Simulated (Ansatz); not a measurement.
## Structures of CaNb: which is lowest?

Plane-wave DFT in Ansatz with scalar-relativistic PAW potentials, cutoff 420 eV, Γ-centred meshes chosen by cell and gap, Gaussian smearing with energies taken to zero width. Every cell was relaxed (cell and atoms) in a run of its own, within the symmetry of its start. Functional: PBE.

Relaxed structures (starts from databases or built by putting these elements on another compound's sites):
A. Pm-3m, 2 atoms in the computed cell, a = 3.672 Å; sites (symmetry × multiplicity) Ca m-3m × 1, Nb m-3m × 1; start: built
B. R-3m, 2 atoms in the computed cell, a = 3.132 Å, c = 16.783 Å; sites (symmetry × multiplicity) Ca -3m × 3, Nb -3m × 3; start: built

Task: Rank them by energy. Could pressure change the order?

Result:
| structure | group | E − E(lowest) (meV/atom) | V (Å³/atom) | gap on mesh (eV) |
| --- | --- | --- | --- | --- |
| B | R-3m | 0.0 | 23.76 | 0.00 |
| A | Pm-3m | 408 | 24.76 | 0.00 |

B is lowest, 408 meV/atom under A. The lowest is also the densest of these, so pressure wouldn't bring one of the others in at first order. Other structures may lie lower than all of these, and vibrations aren't counted.